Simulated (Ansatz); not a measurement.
A generator proposed this cell of CaAlO₄.

```cif
data_structure
_symmetry_space_group_name_H-M 'F-43m'
_symmetry_Int_Tables_number 216
_cell_length_a 6.5115
_cell_length_b 6.5115
_cell_length_c 6.5115
_cell_angle_alpha 90.000
_cell_angle_beta 90.000
_cell_angle_gamma 90.000
_cell_volume 276.08
loop_
_atom_site_label
_atom_site_type_symbol
_atom_site_symmetry_multiplicity
_atom_site_Wyckoff_symbol
_atom_site_fract_x
_atom_site_fract_y
_atom_site_fract_z
_atom_site_occupancy
Ca1 Ca 4 c 0.25000 0.25000 0.25000 1
Al1 Al 4 a 0.00000 0.00000 0.00000 1
O1 O 16 e 0.62564 0.12564 0.12564 1
```

Method: DFT PBE, scalar-relativistic, plane waves, PAW (Ansatz). Cutoff 420 eV; k points 4×4×4 on the computed 6-atom cell (Γ-centred); Gaussian smearing, width 0.10 eV; collinear spin from starting moments 0.0 0.0 1.0 1.0 1.0 1.0 μB.

Energies over the elements count from the elements' standard structures at the same level (O₂ as a molecule), with no fitted energy shifts.

**Question.** Estimate its pressure, forces and energy as it stands.

**Answer.** The pressure is -2.5 GPa (it wants to contract), the largest force is 0.17 eV/Å, and the energy is +0.17 eV/atom against the elements. The shortest distance is 2.29 Å.

**Question.** How much does it gain on relaxing, and where does it end?

**Answer.** Relaxing gains under 0.1 eV/atom (the start's value is from the coarse mesh, so the gain is rough) in 6 ionic steps and ends at +0.16 eV/atom on the finer mesh. The symmetry stays F-43m (No. 216). The volume per atom shrinks by 2.9 %, from 11.5 to 11.2 Å³. The shortest distance goes from 2.29 Å (O–O) to 2.23 Å (O–O). Conventional cell: a = 6.447 Å. Ca is surrounded by 12 O at 2.68 Å and 4 Al at 2.79 Å; Al has 12 O at 2.67 Å and 4 Ca at 2.79 Å; around O lie 6 O at 2.23–2.33 Å, 3 Al at 2.67 Å and 3 Ca at 2.68 Å.

The last run used collinear spin, a 10×10×10 mesh for its 6-atom cell and Gaussian smearing of 0.10 eV. The relaxation can't lower the symmetry of the start. Symmetry constrained the relaxation, so the result can be a saddle point. Another cell of CaAlO4 relaxed alike, in P4/mmm, lies 1.73 eV/atom lower, so this cell isn't the stable form at this level.
